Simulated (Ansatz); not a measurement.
C interstitial in La2AlCo2C, calculated

Computed with the plane-wave PAW code Ansatz (scalar-relativistic, PAW set soft_2): r2SCAN, no spin polarisation, 500 eV cutoff, k-mesh 3×3×3.

The relaxed host crystal (no gap at this level of theory):

```xyz
6
Lattice="-2.0961 3.0154 4.5124 2.0961 -3.0154 4.5124 2.0961 3.0154 -4.5124" Properties=species:S:1:pos:R:3 pbc="T T T"
La    2.0961    0.0000    1.7223
La    0.0000    3.0154    2.7902
Al    0.0000    0.0000    4.5124
Co    0.0000    1.7563    0.0000
Co    0.0000    4.2745    0.0000
C     0.0000    0.0000    0.0000
```

Supercell of 24 atoms, rows of the matrix [[-1,1,0],[1,1,2],[1,1,0]] times the cell vectors; C interstitial at (0.125, 0.250, 0.875) in fractions of the cell above. Atoms are relaxed at the host's cell, from a start shaken by 0.05 Å near the defect.

Distances from the added C (Å), by shell of the perfect crystal:

```
shell      perfect crystal    relaxed, charge 0
 3 La  2.30 (2.29 to 2.32)  2.39 (2.36 to 2.41)
 1 Al                 2.38                 2.08
  1 C                 2.38                 2.59
 1 Co                 2.47                 1.97
```

```tsv
charge	gap of the cell on the mesh (eV)
0	0.00
```

No formation energy is given, since most atoms moved, so the host may distort by itself.

Caveats: a metal with Cr, Mn, Fe, Co or Ni was run without spin, and may be magnetic; most atoms moved far, the host may distort by itself; small supercell, so energies and levels can be off by tenths of an eV; one random start near the defect, so other minima are possible.
